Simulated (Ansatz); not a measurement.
**Relaxing TlSn**

Theory: DFT r2SCAN, scalar-relativistic, plane waves, PAW in Ansatz. (500 eV cutoff, 12×12×10 k-mesh, Gaussian smearing of 0.10 eV, no spin polarisation)

What was changed: relaxed at -1 GPa.

Spin–orbit coupling is left out, which can shift energies with elements as heavy as these.

Input:

```yaml
crystal:
  lattice:
    - [3.2703563279, 0.0, 0.0]
    - [0.0, 3.2703563279, 0.0]
    - [0.0, 0.0, 5.4679414479]
  atoms:
    - { symbol: Tl, position: [0.0, 0.0, 0.0] }
    - { symbol: Sn, position: [0.5, 0.5, 0.5] }
basis:
  ecutwfc: 500
kpoints:
  mp_grid: { grid: [12, 12, 10] }
hamiltonian:
  xc: r2scan
scf:
  occupations: { method: gaussian, width: 0.1 }
output:
  forces: true
  stress: true
  eigenvalues: true
relax:
  adjacent_minimum: "off"
  f_tol: 0.008
  max_steps: 50
  cell: { stress_tol: 0.08, p_target: -1.0 }
```

F is the free energy. Steps run on the plane waves of an earlier cell, but the last one, and at times one on the way, on a freshly chosen basis, so a repeated geometry can differ a little in energy. The relaxation lowers the enthalpy F + PV at the target pressure, so F itself can rise.

Steps:

```csv
step,F − F(1) (eV),largest force component (eV/Å),V (Å³/atom),P (GPa)
1,0.0000,0.000,29.240,-0.38
2,0.0037,0.000,29.690,-0.94
3,0.0044,0.000,29.749,-1.00
4,0.0048,0.000,29.796,-1.04
5,0.0048,0.000,29.796,-1.03
```

Relaxed structure:

```xyz
2
Lattice="3.2820 0.0000 0.0000 0.0000 3.2820 0.0000 0.0000 0.0000 5.5324" Properties=species:S:1:pos:R:3 pbc="T T T"
Tl    0.0000    0.0000    0.0000
Sn    1.6410    1.6410    2.7662
```

The structure is tetragonal, space group P4/mmm (No. 123). Conventional cell: a = 3.282 Å, b = 3.282 Å, c = 5.532 Å, α = 90.00°, β = 90.00°, γ = 90.00°. Around Tl (site symmetry 4/mmm) lie 4 Tl at 3.28 Å and 8 Sn at 3.61 Å. Around Sn (site symmetry 4/mmm) lie 4 Sn at 3.28 Å and 8 Tl at 3.61 Å.

The run converged. The run took about 60 core-seconds.